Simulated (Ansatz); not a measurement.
Input and command of a plane-wave DFT calculation in Ansatz:

```yaml
crystal:
  lattice:
    - [3.48782, 0.0, 0.0]
    - [0.0, 3.63018, 0.0]
    - [0.0, 0.0, 3.559]
  atoms:
    - { symbol: "Y", position: [0.5, 0.5, 0.5] }
    - { symbol: Au, position: [0.0, 0.0, 0.0] }
basis:
  ecutwfc: 500
kpoints:
  mp_grid: { grid: [14, 14, 14] }
hamiltonian:
  xc: r2scan
scf:
  occupations: { method: gaussian, width: 0.15 }
output:
  forces: true
  stress: true
  eigenvalues: true
```

```bash
ansatz run input.yaml --threads 1 --pin off --max-ram 2560MiB --backend cpu --events-out ev --progress --plain --runs-dir out
```

Processor: Arm Neoverse V2, 1 thread, on a host shared with other jobs.

Question: Estimate time, memory and problem size.

Answer: About 46 s on 1 thread of Arm Neoverse V2 (shared host), peak memory 0.74 GiB. It solves 19 bands at 512 k points (the mesh reduced by symmetry) with about 1149 plane waves, in 7 SCF iterations.
